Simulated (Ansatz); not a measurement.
K₂PtCl₄:
```cif
data_Cl4K2Pt
_chemical_formula_sum 'K2 Pt1 Cl4'
_space_group_name_H-M_alt 'P4/mmm'
_space_group_IT_number 123
_space_group_name_Hall '-P 4 2'
_cell_length_a 7.10398
_cell_length_b 7.10398
_cell_length_c 4.21440
_cell_angle_alpha 90.000
_cell_angle_beta 90.000
_cell_angle_gamma 90.000
loop_
_atom_site_label
_atom_site_type_symbol
_atom_site_symmetry_multiplicity
_atom_site_Wyckoff_symbol
_atom_site_fract_x
_atom_site_fract_y
_atom_site_fract_z
_atom_site_occupancy
K1 K 2 e 0.00000 0.50000 0.50000 1
Pt1 Pt 1 a 0.00000 0.00000 0.00000 1
Cl1 Cl 4 j 0.22967 0.22967 0.00000 1
```

Relaxed at zero pressure with the program Ansatz at the HSE06 level (PAW).

### Question
The volume is raised by 3 % and shape and atoms relax at that volume. What pressure results, and how do the axes share the change?

### Answer
-0.4 GPa; a 0.9 %, b 0.9 %, c 1.1 %; the energy rises by 1 meV/atom.

### Question
Give the new structure.

### Answer

Space group P4/mmm (No. 123); a = b = 7.1710 Å, c = 4.2600 Å, α = β = γ = 90.00°

```csv
atom,site,symmetry,x,y,z
K,2e,mmm.,0.0000,0.5000,0.5000
Pt,1a,4/mmm,0.0000,0.0000,0.0000
Cl,4j,m.2m,0.2277,0.2277,0.0000
```

The phase is kept; no other phase was compared at this pressure.

The first step of the workflow began from a Materials Project structure, measured or hypothetical; the Crystallography Open Database files this formula in space group No. 123, but the cells were not matched. Whether it is the stable phase at ambient conditions was not checked. The cell was relaxed with HSE06 under the symmetry of its start; whether a distortion lowers the energy is not shown. No spin polarisation was allowed. Scalar-relativistic: spin–orbit coupling is off unless named, which matters more the heavier the elements.

Potentials: the later of the program's two PAW sets.
